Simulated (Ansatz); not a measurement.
HfC:
```xyz
2
Lattice="3.2010 0.0000 0.0000 -1.6005 2.7722 0.0000 0.0000 0.0000 2.8881" Properties=species:S:1:pos:R:3 pbc="T T T"
Hf     0.0000     0.0000     0.0000
C      0.0000     1.8481     1.4440
```

Relaxed with PBEsol. Special points in fractions of this cell's reciprocal vectors: Γ (0.000, 0.000, 0.000); M (0.500, 0.000, 0.000); K (0.333, 0.333, 0.000); A (0.000, 0.000, 0.500); L (0.500, 0.000, 0.500); H (0.333, 0.333, 0.500).

### Question
List the band energies nearest the Fermi level at these points for PBEsol (plane waves, PAW; program Ansatz).

### Answer
In eV from the Fermi level; about four levels below and three above (degenerate sets whole), none deeper than 8.9 eV; points with the same levels are listed once.

```csv
k,below,above
Γ,-1.54 -1.54 -1.18,1.81 5.20 6.49 6.49
M,-4.85 -0.84 -0.46,0.44 5.72 6.05
K,-8.80 -4.14 -2.74 -0.40,2.80 3.29 4.22
A,-8.28 -6.08 -0.34 -0.34,2.21 2.21 5.52 5.52
L,-3.95 -2.29 -2.23,1.84 6.77 7.38
H,-8.83 -4.67 -3.27,0.06 1.70 6.42
```

Space group P-6m2. The start of the workflow was typed in or built on a structure type; neither database checked (COD, Materials Project) lists it. It is not the phase usual at ambient conditions (space group No. 225). The cell was relaxed with PBEsol under the symmetry of its start. At this level the phase is mechanically unstable. The run is not spin-polarised. Spin–orbit coupling is left out wherever it is not named.

Potentials: the later of the program's two PAW sets.
